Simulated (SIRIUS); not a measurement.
Set-up for a self-consistent single point of Zn2SeS (R3m, 4 atoms in the cell; from Materials Project mp-1215446, changed as shown).

```yaml
crystal:
  lattice:
    - [1.94721, 1.12423, 6.36230]
    - [-1.94721, 1.12423, 6.36230]
    - [0.00000, -2.24845, 6.36230]
  atoms:
    - { symbol: Zn, position: [0.00374, 0.00374, 0.00374] }
    - { symbol: Zn, position: [0.49637, 0.49637, 0.49637] }
    - { symbol: Se, position: [0.62452, 0.62452, 0.62452] }
    - { symbol: S, position: [0.12535, 0.12535, 0.12535] }
```

Computed with PBEsol, GBRV PBEsol ultrasoft pseudopotentials (plane waves; SIRIUS).

SIRIUS settings:

- parameters.ngridk = 6 6 6
- parameters.xc_functionals = [XC_GGA_X_PBE_SOL, XC_GGA_C_PBE_SOL]
- parameters.gk_cutoff = 6.325 1/bohr
- parameters.pw_cutoff = 14.143 1/bohr
- parameters.smearing = gaussian
- parameters.smearing_width = 0.0001 Ha
- potentials = GBRV PBEsol ultrasoft pseudopotentials
- parameters.electronic_structure_method = pseudopotential
- parameters.num_bands = 31
- parameters.num_mag_dims = 0
- parameters.num_dft_iter = 100
- parameters.energy_tol = 1e-07 Ha
- parameters.density_tol = 1e-06
- mixer.type = anderson
- mixer.beta = 0.5
- mixer.use_hartree = false

Results:

| Property | Result |
|---|---|
| Number of valence electrons | 52 |
| Number of bands | 31 |
| Number of k-points after the program's reduction | 32 |
| Number of plane waves (most at a k-point) | 2437 |
| Number of SCF iterations | 30 |
| FFT grid | 60 × 60 × 60 |
| Free energy E − TS | -13469.7230 eV |
| Gap on the k-point mesh | 1.40 eV |
| Pressure | -0.36 GPa |
| Largest force (vector length) | 0.029 eV/Å |

Forces (eV/Å):
| atom | Fx | Fy | Fz |
|---|---|---|---|
| Zn1 | 0.000 | 0.000 | 0.023 |
| Zn2 | 0.000 | 0.000 | -0.015 |
| Se3 | 0.000 | 0.000 | -0.029 |
| S4 | 0.000 | 0.000 | 0.021 |

Stress (GPa, positive for compression):
```
-0.36   0.00   0.00
 0.00  -0.36   0.00
 0.00   0.00  -0.37
```

Gaps are taken between levels on the mesh.

For comparison: a first run was changed to give this one (volume scaled by 0.99), and from it to this one the free energy is nearly the same (within 1 meV/atom), the pressure goes from -1.05 to -0.36 GPa, the largest force goes from 0.021 to 0.029 eV/Å and the gap on the mesh goes from 1.361 to 1.400 eV.

The structure comes from a collection of computed structures, made at another level of theory; the collection holds predicted forms beside known ones.

Cost on one core: about 6 core-minutes (a rough figure).
